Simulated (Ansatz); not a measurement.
Ba2SrWO6:
```xyz
10
Lattice="5.1746 2.9940 0.0000 -5.1746 2.9940 0.0000 -3.4871 0.0000 5.0105" Properties=species:S:1:pos:R:3 pbc="T T T"
Ba    -3.4465     2.9940     1.1937
Ba    -0.0407     2.9940     3.8168
Sr    -1.7436     0.0000     2.5053
W      0.0000     2.9940     0.0000
O     -1.0660     1.6360     0.8651
O     -2.4211     4.3520     4.1454
O     -2.4211     1.6360     4.1454
O     -1.0660     4.3520     0.8651
O      1.2244     2.9940     1.4900
O     -4.7115     2.9940     3.5205
```

x, y and z are the axes in which the lattice vectors are written.

### Question
Give the high-frequency dielectric tensor and the Born effective charge tensors of the independent atoms from DFPT, PBEsol in the plane-wave PAW code Ansatz.

### Answer

ε∞:
```
 4.51   0.00  -0.01
 0.00   4.49   0.00
-0.01   0.00   4.51
```
Z* of atom 1 (Ba), rows: field, columns: displacement, in e:
```
 2.72   0.00  -0.02
 0.00   2.77   0.00
-0.22   0.00   2.79
```
Z* of atom 3 (Sr), rows: field, columns: displacement, in e:
```
 3.08   0.00  -0.32
 0.00   3.04   0.00
 0.28   0.00   3.31
```
Z* of atom 4 (W), rows: field, columns: displacement, in e:
```
 7.35   0.00  -0.19
 0.00   7.07   0.00
 0.33   0.00   6.99
```
Z* of atom 5 (O), rows: field, columns: displacement, in e:
```
-2.55  -0.93   0.69
-0.92  -3.06   0.73
 0.56   0.70  -2.29
```
Z* of atom 9 (O), rows: field, columns: displacement, in e:
```
-2.82   0.00  -1.12
 0.00  -1.70   0.00
-1.21   0.00  -3.37
```

Static charges for comparison (Bader): Ba1 +1.54, Sr3 +1.54, W4 +2.97, O5 -1.27, O9 -1.26 e. Born charges measure polarisation by displacement and can exceed these by far.

Space group C2/m. The workflow started from a Materials Project entry (that database holds measured and hypothetical structures alike); the Crystallography Open Database copy checked does not list it. Whether it is the stable phase at ambient conditions was not checked. The cell was relaxed with PBEsol under the symmetry of its start; whether a distortion lowers the energy is not shown. No spin polarisation was allowed. No Hubbard U is applied. Scalar-relativistic: spin–orbit coupling is off unless named, which matters more the heavier the elements.

Potentials: the later of the program's two PAW sets.
